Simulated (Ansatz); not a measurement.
With the program Ansatz at the PBE level (PAW), MoPd in the orthorhombic phase (Cmcm; Mo on 4c, Pd on 4c) relaxes to a = 2.658 Å, b = 10.624 Å, c = 4.352 Å. Its formation energy from the elements is 0.044 eV/atom, with no fitted shifts.

Electronic character: metallic (no gap).

An equation-of-state fit gives a bulk modulus of 2250 kbar.

The start of the workflow was typed in or built on a structure type; neither database checked (COD, Materials Project) lists it. Whether it is the stable phase at ambient conditions was not checked. The cell was relaxed with PBE under the symmetry of its start; whether a distortion lowers the energy is not shown. The run is not spin-polarised. Axis ratios of metals converge slowly with the k-mesh, so a and c are less sure than the volume. The references are the lowest solids computed at this level, not always the standard phases. Scalar-relativistic: spin–orbit coupling is off unless named, which matters more the heavier the elements.

Potentials: the later of the program's two PAW sets.
